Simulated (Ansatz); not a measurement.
Sn:
```xyz
2
Lattice="0.0000 3.2706 3.2706 3.2706 0.0000 3.2706 3.2706 3.2706 0.0000" Properties=species:S:1:pos:R:3 pbc="T T T"
Sn     3.2706     3.2706     3.2706
Sn     4.9059     4.9059     4.9059
```

Relaxed with PBEsol. Special points in fractions of this cell's reciprocal vectors: Γ (0.000, 0.000, 0.000); X (0.500, 0.000, 0.500); U (0.625, 0.250, 0.625); K (0.375, 0.375, 0.750); L (0.500, 0.500, 0.500); W (0.500, 0.250, 0.750).

Q: List the band energies nearest the Fermi level at these points for PBEsol (plane waves, PAW; program Ansatz).

A: In eV from the Fermi level; about four levels below and three above (degenerate sets whole), none deeper than 8.9 eV; points with the same levels are listed once.

| k | below | above |
|---|---|---|
| Γ | -0.83 | 0.12 0.12 0.12 |
| X | -7.42 -7.42 -2.36 -2.36 | 0.81 0.81 7.59 7.59 |
| U | -7.82 -6.95 -3.26 -2.01 | 1.09 3.32 5.65 |
| L | -6.20 -1.05 -1.05 -0.08 | 3.23 3.23 5.57 |
| W | -7.37 -7.37 -2.93 -2.93 | 3.35 3.35 4.00 4.00 |

Space group Fd-3m (diamond). This is a known low-temperature phase of the composition, computed here at zero pressure and temperature. The cell was relaxed with PBEsol under the symmetry of its start; of distortions, only those at the zone centre were tested. Scalar-relativistic: spin–orbit coupling is off unless named, which matters more the heavier the elements.

Potentials: the earlier of the program's two PAW sets.
